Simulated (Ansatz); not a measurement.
SnSe$_{2}$ (anatase), relaxed with HSE06 (Ansatz, a first-principles code, plane waves, PAW): a = 5.6212 Å, b = 5.6212 Å, c = 11.1585 Å, α = 90.00°, β = 90.00°, γ = 90.00°.

| Property | Result |
|---|---|
| gap (eV) | 1.02 |

The same phase is relaxed and computed with PBE in the same code. What are the cell and these values now?

a = b = 5.695 Å, c = 11.243 Å, α = β = γ = 90.00°.

- gap (eV) = 0.21

Constructed cells (a structure type filled with these elements, in neither database checked): SnSe2, anatase. All cells were relaxed under the symmetry of their starts (and spin orders); stability against distortions was not tested throughout. Spin–orbit coupling is left out wherever it is not named.

Potentials: the later of the program's two PAW sets.

Ansatz is a plane-wave DFT program.
